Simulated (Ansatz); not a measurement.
An Ansatz (an electronic-structure program) run. Input:

Ansatz 0.2 input:
```yaml
crystal:
  lattice:
    - [2.7035153897, 0.0, 0.0]
    - [-1.3517576949, 2.341313007, 0.0]
    - [0.0, 0.0, 4.263975396]
  atoms:
    - { symbol: Ru, position: [0.3333333333, 0.6666666667, 0.75] }
    - { symbol: Ru, position: [0.6666666667, 0.3333333333, 0.25] }
kpoints:
  mp_grid: { grid: [17, 17, 10] }
hamiltonian:
  xc: r2scan
  pseudopotentials: { kind: paw }
scf:
  occupations: { method: fermi_dirac, width: 0.1 }
phonons:
  method: dfpt
  response_accuracy: low
  eigenvectors: true
  rigid_motions: translations
```

Output (shortened):

```
Pseudopotential: Ru, paw, valence charge 16
Functional definition: r2SCAN
Crystal: 2 atoms, lattice volume = 26.990 Å³
Basis set: ecut = 500 eV, 687 PW (Γ), exchange–correlation on 100×100×160 points (125 copies of the dense FFT grid, shifted against one another)
Bands: 20, of which v1, the nominal top of the filled ones, is band 16 counted from 1 (15 counted from 0)
Symmetry: 24 space group operations
k-points: 774 of 2890 (irreducible under 2 space group operations, time reversal used)
SCF iter   1: F=—  HF=-11781.410415 eV  |F-HF|=—  |Δ(HF+E_count)|=         —  Δρ=1.10e-2  dr2=1.03e-2  dr2_τ=1.43e-2  ethr=1.77e-3  ⟨swp⟩=5.0  Hψ=149112  notcnv=0  defer=109
automatic band count: the SCF goes on with 24 bands, as 20 were too few: the levels above may hold too much charge
preconditioner: auto → none
SCF iter   2: F=—  HF=-11781.431194 eV  |F-HF|=—  |Δ(HF+E_count)|=   2.08e-2  Δρ=6.03e-3  dr2=2.43e-3  dr2_τ=1.93e-4  ethr=3.21e-5  ⟨swp⟩=2.0  Hψ=42442  notcnv=0  defer=805
SCF iter   3: F=—  HF=-11781.434293 eV  |F-HF|=—  |Δ(HF+E_count)|=   3.10e-3  Δρ=1.24e-3  dr2=2.21e-4  dr2_τ=3.96e-5  ethr=7.58e-6  ⟨swp⟩=2.0  Hψ=24007  notcnv=0  defer=805
SCF iter   4: F=—  HF=-11781.434441 eV  |F-HF|=—  |Δ(HF+E_count)|=   1.48e-4  Δρ=2.65e-4  dr2=8.47e-6  dr2_τ=1.74e-6  ethr=6.92e-7  ⟨swp⟩=2.4  Hψ=29295  notcnv=0  defer=805
SCF iter   5: F=—  HF=-11781.434473 eV  |F-HF|=—  |Δ(HF+E_count)|=   3.26e-5  Δρ=6.83e-5  dr2=3.45e-7  dr2_τ=1.88e-7  ethr=2.65e-8  ⟨swp⟩=2.0  Hψ=29640  notcnv=0  defer=805
SCF iter   6: F=—  HF=-11781.434474 eV  |F-HF|=—  |Δ(HF+E_count)|=   1.06e-6  Δρ=1.34e-5  dr2=1.73e-8  dr2_τ=4.15e-9  ethr=1.08e-9  ⟨swp⟩=2.0  Hψ=29580  notcnv=0  defer=805
SCF iter   7: F=—  HF=-11781.434474 eV  |F-HF|=—  |Δ(HF+E_count)|=   1.62e-8  Δρ=3.20e-6  dr2=9.11e-10  dr2_τ=1.83e-10  ethr=5.40e-11  ⟨swp⟩=2.8  Hψ=32276  notcnv=0  defer=805
SCF iter   8: F=—  HF=-11781.434474 eV  |F-HF|=—  |Δ(HF+E_count)|=   2.06e-9  Δρ=4.81e-7  dr2=2.77e-11  dr2_τ=5.47e-12  ethr=2.85e-12  ⟨swp⟩=2.7  Hψ=30314  notcnv=0  defer=805
SCF iter   9: F=-11781.434474 eV  HF=-11781.434474 eV  |F-HF|=0.00e0  |Δ(HF+E_count)|=  5.28e-11  Δρ=5.65e-8  dr2=5.04e-13  dr2_τ=8.23e-14  ethr=1.00e-12  ⟨swp⟩=8.9  Hψ=80767  notcnv=0
SCF 1 converged in 9 iterations: F = -11781.434474 eV  dr2 = 5.04e-13
DFPT response loops at Γ: preconditioner auto → Kerker (q_TF=auto, 2.807 Å⁻¹) (partly filled bands, converged f_vac=0.000) …
SCF converged after 9 iterations
Free energy (F): -11781.434474 eV
Harris-Foulkes:  -11781.434474 eV  (|F-HF|=0.00e0)
Internal energy: -11781.379003 eV  (E = F + TS)
E sigma→0 (E₀):  -11781.406739 eV
Entropy (-TS):   -0.055472 eV (-27.736 meV/atom)
Fermi energy:    23.578164 eV
--- Per-component energies (eV) ---
  E_band       = -133.183126
  E_kinetic    = 1028.622072
  E_local      = -2500.836278  (includes V_loc(G=0)·N_el)
  E_nonlocal   = 685.607641
  E_hartree    = 803.302344
  E_xc         = -368.657179
  E_vxc        = -534.103391  (∫ρ·V_xc dr)
  E_paw        = -6957.716976  (= ΣΔE_a)
  E_vpaw       = -456.661867  (= ΣTr[D̂ρ^β])
  E_aug_tail   = 0.000200  (compensation charges beyond the density's cutoff)
  E_vtau       = 37.583828  (kinetic-family band-sum trace: ∫τ·v_τ [+ j·A + Jᵃ·Aᵃ] dr)
  E_ewald      = -4471.078914
  E_core_change = -0.621911  (= ΣΔE_core)
  E_smearing   = -0.055472  (= −TS)
  E_closure    =  0.000000  (closes the sum)
  Σ components = -11781.434474   (vs F -11781.434474, Δ=0.00e0)
  [band-id]    e_kinetic+e_local+e_nonlocal+2·e_hartree+e_vxc+e_vpaw+e_augmentation_tail+e_vtau = -133.183109   (vs E_band -133.183126, Δ=1.71e-5)
--- Band table (eV; the first three rows and the last of 774) ---
  k-point 0: bands = ["-51.7886", "-51.5563", "-21.5377", "-20.5195", "-20.5195", "-20.3309", "-20.3309", "-20.2773", "15.2045", "17.0373", "20.8376", "20.8376", "21.0580", "21.5528", "21.5528", "22.0623", "22.0623", "24.8048", "24.8048", "24.9650", …
  k-point 1: bands = ["-51.7830", "-51.5621", "-21.5083", "-20.5149", "-20.5149", "-20.3356", "-20.3356", "-20.3097", "15.3235", "17.0782", "20.7605", "20.7605", "20.9977", "21.4814", "21.4814", "22.2331", "22.2331", "24.5684", "24.8129", "24.8129", …
  k-point 2: bands = ["-51.7667", "-51.5789", "-21.4225", "-20.5016", "-20.5016", "-20.4034", "-20.3491", "-20.3491", "15.6667", "17.1886", "20.6270", "20.6270", "20.8371", "21.2954", "21.2954", "22.6385", "22.6385", "23.6021", "24.8051", "24.8051", …
  k-point 773: bands = ["-51.5619", "-51.5619", "-21.2830", "-21.2830", "-20.8026", "-20.8026", "-20.5125", "-20.5125", "18.0715", "18.0715", "19.7610", "19.7610", "20.6719", "20.6719", "22.0382", "22.0382", "25.3394", "25.3394", "28.2029", "28.2029", …
--- Phonons (Γ-DFPT): 2 representative perturbations + reference, on 774 of 2890 k-points (Σ response iterations 13) ---
  ASR residual: 2.454e-3 → 0.000e0 eV/Å²; symmetrization residual: 5.106e-7 eV/Å²
  ASR residual per site (eV/Å²): 2.45e-3 2.45e-3
  Γ frequencies (cm⁻¹): 0.00 0.00 0.00 196.50 196.50 255.90
  non-analytic LO–TO correction: not included (Born effective charges unavailable; polar crystals: no LO–TO splitting at Γ)
```

Cost: very roughly 6 core-minutes on shared cores.

Space group P6_3/mmc (hcp (Mg type)). The cell was relaxed with r²SCAN under the symmetry of its start; of distortions, only those at the zone centre were tested. The run is not spin-polarised. As this level gives no gap, phonon frequencies hold no LO–TO term and depend on the k-mesh and smearing (Fermi–Dirac, 0.1 eV here). Spin–orbit coupling is left out wherever it is not named.

Potentials: the later of the program's two PAW sets.

Ansatz is a plane-wave DFT program.
